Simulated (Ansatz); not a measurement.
A relaxed cell of Fe (Im-3m (No. 229)), relaxed on a k-mesh at least as fine as the one used below. Computed with r2SCAN (plane waves to 500 eV, PAW, scalar-relativistic; Ansatz, a quantum-chemistry and plane-wave program). Γ-centred k-mesh 8×16×16 on the run's cell (coarser than for final values), Fermi–Dirac smearing 0.05 eV.

```xyz
2
Lattice="-2.8650 2.8650 2.8650 1.4325 -1.4325 1.4325 1.4325 1.4325 -1.4325" Properties=species:S:1:pos:R:3 pbc="T T T"
Fe     0.0000     0.0000     0.0000
Fe    -1.4325     1.4325     1.4325
```
Spin-polarised start, with parallel moments on Fe.

The atoms are displaced by (Å):

```csv
atom,ux,uy,uz
Fe1,0.016,0.003,-0.067
Fe2,-0.035,0.084,-0.043
```

**Question.** What forces (eV/Å) and pressure result?

**Answer.** 
| atom | Fx | Fy | Fz |
|---|---|---|---|
| Fe1 | -0.31 | 0.53 | 0.39 |
| Fe2 | 0.31 | -0.53 | -0.39 |

Pressure +0.5 GPa.

Spin state reached: ferromagnetic (net 2.64 μB/atom), from parallel starting moments; other spin orders were not run from this start. r2SCAN tends to overstate moments in metals.

The run that gave the undisplaced cell could not lose the symmetry of its start; a randomly shaken copy of 2 atoms returns to this structure.
